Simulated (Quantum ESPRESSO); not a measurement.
Al3SiO5N, one run as intended and one with a planted mistake

A calculation, not a measurement. The program is pw.x of Quantum ESPRESSO 7.5 (plane-wave density functional theory). The cell is made up: 10 atoms on a corundum lattice, with randomly drawn elements, strain and displacements, not relaxed. PseudoDojo standard norm-conserving files (v0.5 for PBE, v0.4.1 for LDA and PBEsol) set the functional; there is no spin polarisation, spin-orbit coupling or dispersion term, and the masses in the input are unused placeholders.

Intended input:

```
&control calculation='scf', pseudo_dir='./dojo.nc.sr.pbe.v0_5.standard.upf', outdir='./o', disk_io='low', tprnfor=.true., tstress=.true. /
&system ibrav=0, nat=10, ntyp=4, nbnd=30, ecutwfc=84.00895049, nosym=.true., tot_charge=0,
 occupations='smearing', smearing='fd', degauss=0.0018374661
/
&electrons conv_thr=7.350e-09, electron_maxstep=60, /
ATOMIC_SPECIES
Al 1.0 Al.upf
N 1.0 N.upf
O 1.0 O.upf
Si 1.0 Si.upf
CELL_PARAMETERS angstrom
2.3509 1.3573 4.275
-2.3509 1.3573 4.275
0.0 -2.7146 4.275
ATOMIC_POSITIONS angstrom
Al 0.0878 -0.0072 4.4787
Al -0.0107 0.0184 2.0301
Al -0.0308 -0.0082 8.3098
Si 0.0156 -0.0595 11.0283
O -0.84 1.3144 7.4423
O -0.6908 -1.512 7.5419
O 1.6676 0.1764 7.5673
O 0.9912 -1.2403 5.3318
N 0.6087 1.5265 5.5
O -1.5834 -0.2747 5.3163
K_POINTS automatic
6 6 6 1 1 1
```

The log is shortened where brackets say so; the opening notice, blank lines, dates and the lines on written files are dropped, and the path of the files is cut. It prints rydbergs, bohrs and kilobars, and counts compression as positive stress. Where no state is partly filled, the Fermi energy that it prints is only some level between the filled and the empty states on the mesh, and need not lie in the true gap.

Log of the intended run:

```
     Program PWSCF v.7.5
     Parallel version (MPI & OpenMP), running on       4 processor cores
     Number of MPI processes:                 4
     Threads/MPI process:                     1
     [start-up lines left out]
     bravais-lattice index     =            0
     lattice parameter (alat)  =       9.5697  a.u.
     unit-cell volume          =     552.3241 (a.u.)^3
     number of atoms/cell      =           10
     number of atomic types    =            4
     number of electrons       =        48.00
     number of Kohn-Sham states=           30
     kinetic-energy cutoff     =      84.0090  Ry
     charge density cutoff     =     336.0358  Ry
     scf convergence threshold =      7.3E-09
     mixing beta               =       0.7000
     number of iterations used =            8  plain     mixing
     Exchange-correlation= PBE
                           (   1   4   3   4   0   0   0)
     [axes and pseudopotential details left out]
   Cartesian axes
     site n.     atom                  positions (alat units)
         1        Al     tau(   1) = (   0.0173379  -0.0014218   0.8844104  )
         2        Al     tau(   2) = (  -0.0021129   0.0036335   0.4008845  )
         3        Al     tau(   3) = (  -0.0060821  -0.0016193   1.6409390  )
         4        Si     tau(   4) = (   0.0030805  -0.0117495   2.1777621  )
         5        O      tau(   5) = (  -0.1658751   0.2595550   1.4696335  )
         6        O      tau(   6) = (  -0.1364125  -0.2985752   1.4893016  )
         7        O      tau(   7) = (   0.3293015   0.0348338   1.4943173  )
         8        O      tau(   8) = (   0.1957326  -0.2449225   1.0528724  )
         9        N      tau(   9) = (   0.1202002   0.3014385   1.0860869  )
        10        O      tau(  10) = (  -0.3126745  -0.0542451   1.0498116  )
     number of k points=   108  Fermi-Dirac smearing, width (Ry)=  0.0018
     Number of k-points >= 100: set verbosity='high' to print them.
     Dense  grid:    57377 G-vectors     FFT dimensions: (  60,  60,  60)
     Estimated max dynamical RAM per process >     171.16 MB
     Estimated total dynamical RAM >     642.60 MB
     Initial potential from superposition of free atoms
     starting charge      47.9920, renormalised to      48.0000
     Starting wfcs are   40 randomized atomic wfcs
     total cpu time spent up to now is        4.3 secs
     per-process dynamical memory:   148.0 Mb
     Self-consistent Calculation
     iteration #  1     ecut=    84.01 Ry     beta= 0.70
     Davidson diagonalization with overlap
     ethr =  1.00E-02,  avg # of iterations =  3.7
     total cpu time spent up to now is       13.1 secs
     total energy              =    -208.31153682 Ry
     estimated scf accuracy    <       2.39869909 Ry
     iteration #  2     ecut=    84.01 Ry     beta= 0.70
     Davidson diagonalization with overlap
     ethr =  5.00E-03,  avg # of iterations =  2.1
     total cpu time spent up to now is       22.0 secs
     total energy              =    -209.02643137 Ry
     estimated scf accuracy    <       1.44782827 Ry
     [iterations 3 to 10 left out]
     iteration # 11     ecut=    84.01 Ry     beta= 0.70
     Davidson diagonalization with overlap
     ethr =  2.05E-10,  avg # of iterations =  3.6
     total cpu time spent up to now is      101.2 secs
     total energy              =    -209.29272761 Ry
     estimated scf accuracy    <       0.00000002 Ry
     iteration # 12     ecut=    84.01 Ry     beta= 0.70
     Davidson diagonalization with overlap
     ethr =  4.86E-11,  avg # of iterations =  2.0
     total cpu time spent up to now is      108.4 secs
     End of self-consistent calculation
     Number of k-points >= 100: set verbosity='high' to print the bands.
     the Fermi energy is    12.5175 ev
!    total energy              =    -209.29272761 Ry
     estimated scf accuracy    <          2.9E-09 Ry
     smearing contrib. (-TS)   =       0.00000000 Ry
     internal energy E=F+TS    =    -209.29272761 Ry
     The total energy is F=E-TS. E is the sum of the following terms:
     one-electron contribution =     -25.58754842 Ry
     hartree contribution      =      49.47432647 Ry
     xc contribution           =     -59.28419174 Ry
     ewald contribution        =    -173.89531392 Ry
     convergence has been achieved in  12 iterations
     Forces acting on atoms (cartesian axes, Ry/au):
     atom    1 type  1   force =    -0.04998310    0.07605439    0.18805475
     atom    2 type  1   force =    -0.02365788   -0.02555788   -0.20922723
     atom    3 type  1   force =     0.08171229   -0.04898823    0.12307129
     atom    4 type  4   force =     0.05964751    0.01390039   -0.18752547
     atom    5 type  3   force =    -0.05565619    0.07792715    0.02861322
     atom    6 type  3   force =    -0.06586769    0.06428214   -0.01548172
     atom    7 type  3   force =     0.05263791   -0.15617006   -0.07516063
     atom    8 type  3   force =    -0.05731589   -0.07812145    0.09487561
     atom    9 type  2   force =     0.07746691   -0.07953614   -0.03859478
     atom   10 type  3   force =    -0.01898386    0.15620969    0.09137497
     Total force =     0.518268     Total SCF correction =     0.000027
     Computing stress (Cartesian axis) and pressure
          total   stress  (Ry/bohr**3)                   (kbar)     P=      208.76
   0.00156926   0.00009911   0.00013989          230.85       14.58       20.58
   0.00009911   0.00157385  -0.00032928           14.58      231.52      -48.44
   0.00013989  -0.00032928   0.00111424           20.58      -48.44      163.91
     init_run     :      3.95s CPU      4.05s WALL (       1 calls)
     electrons    :    102.59s CPU    104.08s WALL (       1 calls)
     forces       :      1.42s CPU      1.43s WALL (       1 calls)
     stress       :      4.97s CPU      5.01s WALL (       1 calls)
     [timing details left out]
     PWSCF        :   1m53.23s CPU   1m54.93s WALL
     JOB DONE.
```

A second run has one planted mistake: the self-consistency threshold is too loose. The input lines that differ, file-writing options aside:

```
- &electrons conv_thr=7.350e-09, electron_maxstep=60, /
+ &electrons conv_thr=2.940e-03, electron_maxstep=60, /
```

Its log:

```
     Program PWSCF v.7.5
     Parallel version (MPI & OpenMP), running on       4 processor cores
     Number of MPI processes:                 4
     Threads/MPI process:                     1
     [start-up lines left out]
     bravais-lattice index     =            0
     lattice parameter (alat)  =       9.5697  a.u.
     unit-cell volume          =     552.3241 (a.u.)^3
     number of atoms/cell      =           10
     number of atomic types    =            4
     number of electrons       =        48.00
     number of Kohn-Sham states=           30
     kinetic-energy cutoff     =      84.0090  Ry
     charge density cutoff     =     336.0358  Ry
     scf convergence threshold =      2.9E-03
     mixing beta               =       0.7000
     number of iterations used =            8  plain     mixing
     Exchange-correlation= PBE
                           (   1   4   3   4   0   0   0)
     [axes and pseudopotential details left out]
   Cartesian axes
     site n.     atom                  positions (alat units)
         1        Al     tau(   1) = (   0.0173379  -0.0014218   0.8844104  )
         2        Al     tau(   2) = (  -0.0021129   0.0036335   0.4008845  )
         3        Al     tau(   3) = (  -0.0060821  -0.0016193   1.6409390  )
         4        Si     tau(   4) = (   0.0030805  -0.0117495   2.1777621  )
         5        O      tau(   5) = (  -0.1658751   0.2595550   1.4696335  )
         6        O      tau(   6) = (  -0.1364125  -0.2985752   1.4893016  )
         7        O      tau(   7) = (   0.3293015   0.0348338   1.4943173  )
         8        O      tau(   8) = (   0.1957326  -0.2449225   1.0528724  )
         9        N      tau(   9) = (   0.1202002   0.3014385   1.0860869  )
        10        O      tau(  10) = (  -0.3126745  -0.0542451   1.0498116  )
     number of k points=   108  Fermi-Dirac smearing, width (Ry)=  0.0018
     Number of k-points >= 100: set verbosity='high' to print them.
     Dense  grid:    57377 G-vectors     FFT dimensions: (  60,  60,  60)
     Estimated max dynamical RAM per process >     171.16 MB
     Estimated total dynamical RAM >     642.60 MB
     Initial potential from superposition of free atoms
     starting charge      47.9920, renormalised to      48.0000
     Starting wfcs are   40 randomized atomic wfcs
     total cpu time spent up to now is        4.1 secs
     per-process dynamical memory:   145.4 Mb
     Self-consistent Calculation
     iteration #  1     ecut=    84.01 Ry     beta= 0.70
     Davidson diagonalization with overlap
     ethr =  1.00E-02,  avg # of iterations =  3.7
     total cpu time spent up to now is       12.6 secs
     total energy              =    -208.31153682 Ry
     estimated scf accuracy    <       2.39869909 Ry
     iteration #  2     ecut=    84.01 Ry     beta= 0.70
     Davidson diagonalization with overlap
     ethr =  5.00E-03,  avg # of iterations =  2.1
     total cpu time spent up to now is       21.2 secs
     total energy              =    -209.02643137 Ry
     estimated scf accuracy    <       1.44782827 Ry
     iteration #  3     ecut=    84.01 Ry     beta= 0.70
     Davidson diagonalization with overlap
     ethr =  3.02E-03,  avg # of iterations =  2.0
     total cpu time spent up to now is       28.7 secs
     total energy              =    -209.27630032 Ry
     estimated scf accuracy    <       0.02719811 Ry
     iteration #  4     ecut=    84.01 Ry     beta= 0.70
     Davidson diagonalization with overlap
     ethr =  5.67E-05,  avg # of iterations =  9.5
     total cpu time spent up to now is       40.6 secs
     total energy              =    -209.29218069 Ry
     estimated scf accuracy    <       0.00702724 Ry
     iteration #  5     ecut=    84.01 Ry     beta= 0.70
     Davidson diagonalization with overlap
     ethr =  1.46E-05,  avg # of iterations =  2.6
     total cpu time spent up to now is       48.1 secs
     End of self-consistent calculation
     Number of k-points >= 100: set verbosity='high' to print the bands.
     the Fermi energy is    12.4976 ev
!    total energy              =    -209.29180882 Ry
     estimated scf accuracy    <       0.00199833 Ry
     smearing contrib. (-TS)   =       0.00000000 Ry
     internal energy E=F+TS    =    -209.29180882 Ry
     The total energy is F=E-TS. E is the sum of the following terms:
     one-electron contribution =     -25.81880568 Ry
     hartree contribution      =      49.78620160 Ry
     xc contribution           =     -59.36389083 Ry
     ewald contribution        =    -173.89531392 Ry
     convergence has been achieved in   5 iterations
     Forces acting on atoms (cartesian axes, Ry/au):
     atom    1 type  1   force =    -0.04993385    0.07634658    0.18936601
     atom    2 type  1   force =    -0.02478868   -0.02500735   -0.20903889
     atom    3 type  1   force =     0.08188841   -0.04899519    0.12388920
     atom    4 type  4   force =     0.06026807    0.01115357   -0.18886206
     atom    5 type  3   force =    -0.05555950    0.07962069    0.02731783
     atom    6 type  3   force =    -0.06768074    0.06574859   -0.01656129
     atom    7 type  3   force =     0.05518655   -0.15799722   -0.07901979
     atom    8 type  3   force =    -0.05768053   -0.07881580    0.09769973
     atom    9 type  2   force =     0.07826270   -0.07927499   -0.03629453
     atom   10 type  3   force =    -0.01996243    0.15722111    0.09150379
     Total force =     0.522401     Total SCF correction =     0.036079
     Computing stress (Cartesian axis) and pressure
          total   stress  (Ry/bohr**3)                   (kbar)     P=      258.33
   0.00190658   0.00009372   0.00014778          280.47       13.79       21.74
   0.00009372   0.00190464  -0.00034014           13.79      280.18      -50.04
   0.00014778  -0.00034014   0.00145709           21.74      -50.04      214.35
     init_run     :      3.85s CPU      4.02s WALL (       1 calls)
     electrons    :     43.46s CPU     44.02s WALL (       1 calls)
     forces       :      1.33s CPU      1.35s WALL (       1 calls)
     stress       :      4.25s CPU      4.28s WALL (       1 calls)
     [timing details left out]
     PWSCF        :     53.01s CPU     53.82s WALL
     JOB DONE.
```

|  | intended run | run with the mistake |
| --- | --- | --- |
| free energy (eV) | -2847.573 | -2847.560 |
| smearing term -TS (eV) | 0.0000 | 0.0000 |
| pressure (GPa) | 20.88 | 25.83 |
| largest force component (eV/Å) | 5.379 | 5.375 |
| largest change of a force component (eV/Å) |  | 0.099 |
| iterations | 12 | 5 |

For scale, a rerun of the intended cell at a cutoff of 1437 eV and k mesh 8 x 8 x 8 moved values by no more than 0.003 eV in energy, 0.02 GPa in stress and 0.002 eV/Å in force.